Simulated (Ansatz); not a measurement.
Given:

TaAs:
Space group I4₁md (No. 109); a = 3.405 Å, b = 3.405 Å, c = 11.511 Å, α = 90.00°, β = 90.00°, γ = 90.00°

```csv
atom,site,symmetry,x,y,z
Ta,4a,2mm.,0.0000,0.0000,0.7503
As,4a,2mm.,0.0000,0.0000,0.3323
```
(The calculation used a cell of 4 atoms; values per cell refer to that cell.)

This is the LDA-relaxed structure.

Problem. All from the program Ansatz at the LDA level (PAW), unless another level is named. Give the electronic character.

Solution. no gap, with almost no states at the Fermi level (zero-gap or semimetallic).

Problem. Next, the formation energy from the elements (no fitted shifts)?

Solution. -0.63 eV/atom.

Space group I4_1md. Symmetry was held in the LDA relaxation. The run is not spin-polarised. A small band overlap can be real or an error of a semilocal functional. The references are the lowest solids computed at this level, not always the standard phases. Spin–orbit coupling is left out wherever it is not named.

Potentials: the earlier of the program's two PAW sets.
